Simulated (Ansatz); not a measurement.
**GaBPd3, a known structure type with other elements, at an estimated volume**

```
CELL_PARAMETERS angstrom
3.92787 0.00000 0.00000
0.00000 3.92787 0.00000
0.00000 0.00000 3.92787
ATOMIC_POSITIONS crystal
B 0.50000 0.50000 0.50000
Pd 0.00000 0.50000 0.50000
Pd 0.50000 0.00000 0.50000
Pd 0.50000 0.50000 0.00000
Ga 0.00000 0.00000 0.00000
```

Level: PBE, no spin polarisation; 420 eV; 9×9×9 Γ-centred mesh; fermi-dirac occupations (width 0.107 eV); Ansatz 0.2.0, fixed geometry.

Stress: The pressure is 41.4 GPa (compression positive), so with the atoms held at these fractions the cell would first expand.
Formation energy: 0.02 eV an atom against the elements' usual phases (free molecules for gases, crystals otherwise, with no correction for O₂ or N₂), too near zero to call. Relaxing would lower it.
Charges: Bader charges in e: Ga +0.64, B +0.28, Pd -0.31. In the mean Ga gives up most and Pd takes most.
Electronic structure: It is a metal, with about 2 states/eV a cell as the mean within 0.25 eV of the Fermi level, mostly Pd d (44 %), Ga p (24 %) and B p (20 %).

Origin: a known structure type with other elements, at an estimated volume, so it need not be a known compound. Caveats: atoms or cell far from equilibrium.
